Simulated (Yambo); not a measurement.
WO3: sweep of GW parameters

G0W0@PBEsol for WO$_{3}$ (space group P6/mmm, No. 191) in Yambo. Reference settings: 3×3×4 Γ-centred k mesh, bands 4 to 210 and a 6 Ry block in the screening, 210 bands in G with the Bruneval-Gonze terminator, plasmon pole fitted at 27.2 eV. The PBEsol gap A → Γ on this mesh is 0.62 eV; G0W0 gaps are taken between the same points.

| change from the reference | G0W0 gap A → Γ (eV) | shift of the valence edge (eV) | rough Yambo cost |
|---|---|---|---|
| reference settings | 1.59 | -0.05 | 1 |
| 96 bands in W, 96 bands in G | 1.79 | 0.09 | about 1/3 |
| 145 bands in W, 145 bands in G | 1.65 | 0.03 | within a factor of two |
| 96 bands in G | 1.64 | 0.00 | – |
| 145 bands in G | 1.59 | -0.02 | – |
| 112 bands in W | 1.71 | 0.03 | about 1/2 |
| 3 Ry block | 1.83 | -0.14 | within a factor of two |
| 2 Ry block | 2.03 | -0.26 | within a factor of two |
| 5 Ry block | 1.61 | -0.05 | within a factor of two |
| pole fitted at 40 eV | 1.56 | -0.06 | – |
| no random integration | 1.57 | 0.08 | – |
| 3×3×2 mesh | 1.55 | -0.02 | about 1/3 |
| 96 bands in G, no terminator | 1.84 | 0.58 | – |
| 145 bands in G, no terminator | 1.68 | 0.36 | – |
| no terminator | 1.64 | 0.18 | – |

The reference isn't shown to be the converged limit. Costs are rough (shared machines), scaled to the same edge states, and given only for runs that recompute the screening.

Without spin-orbit coupling, band edges of such heavy elements can be off by tenths of an eV.

Geometry of the Materials Project entry, not relaxed at this level; primitive cell a = 7.4029 Å, b = 7.4029 Å, c = 3.8064 Å, α = 90.00°, β = 90.00°, γ = 120.00°.

A shift is the quasiparticle energy of the state minus its PBEsol energy.
